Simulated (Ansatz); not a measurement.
Pt (fcc (Cu type)) was relaxed and computed twice in Ansatz (plane waves, PAW), once with PBE and once with PBEsol.

|  | run 1 | run 2 |
|---|---|---|
| cell | a = b = c = 3.9179 Å, α = β = γ = 90.00° | a = b = c = 3.970 Å, α = β = γ = 90.00° |

Q: Which run used which functional?

A: Run 1 is PBEsol, run 2 is PBE.

All cells were relaxed under the symmetry of their starts (and spin orders); stability against distortions was not tested throughout. Rows with no word on spin ran without spin polarisation. Spin–orbit coupling is left out wherever it is not named.

Potentials: the earlier of the program's two PAW sets.

Ansatz (an electronic-structure program) is a plane-wave DFT program.
